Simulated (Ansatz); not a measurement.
# What a change of settings does to a run on Os

The structure comes from a relaxation in the same program, started in the hcp type. Whether it is a known phase or the ground state wasn't checked. The listed cell was then made from it by scaling, straining or moving an atom.

First run: DFT, PBE, PAW with Ansatz's default frozen-core files, scalar-relativistic (Ansatz 0.2.0).

Command: `ansatz run input.yaml --threads 1 --pin off --max-ram 2048MiB --backend cpu --events-out ev --progress --plain --runs-dir out` The run took 5.2 s on 1 thread of Arm Neoverse V1, with other jobs on the host.

```yaml
crystal:
  lattice:
    - [2.7065705794, 0.0, 0.0]
    - [-1.3532852897, 2.3439588789, 0.0]
    - [0.0, 0.0, 4.2742997921]
  atoms:
    - { symbol: Os, position: [0.3333333333, 0.6666666667, 0.25] }
    - { symbol: Os, position: [0.6666666667, 0.3333333333, 0.75] }
kpoints:
  mp_grid: { grid: [16, 16, 9] }
scf:
  occupations: { method: fermi_dirac, width: 0.03 }
hamiltonian:
  xc: pbe
  pseudopotentials: { kind: paw }
output:
  forces: true
  stress: true
  eigenvalues: true
  efg: { contact_densities: true }
```

Result: converged; pressure 23.1 GPa; no gap on the k mesh; 6 SCF iterations.

Spin–orbit coupling is left out, though it moves levels of the heavy atoms by tenths of an eV or more.

The input is then changed:

```diff
@@ -10,8 +10,9 @@
   mp_grid: { grid: [16, 16, 9] }
 scf:
-  occupations: { method: fermi_dirac, width: 0.03 }
+  occupations: { method: cold, width: 0.1 }
 hamiltonian:
-  xc: pbe
+  xc: lda
   pseudopotentials: { kind: paw }
+  hubbard: { sites: [{ species: Os, l: d, u_eff: 6.0 }], double_counting: amf }
 output:
   forces: true
```

Task: Predict the outcome of the changed run.

Result: It converged; pressure 4.66 GPa; no gap on the k mesh; 7 SCF iterations.
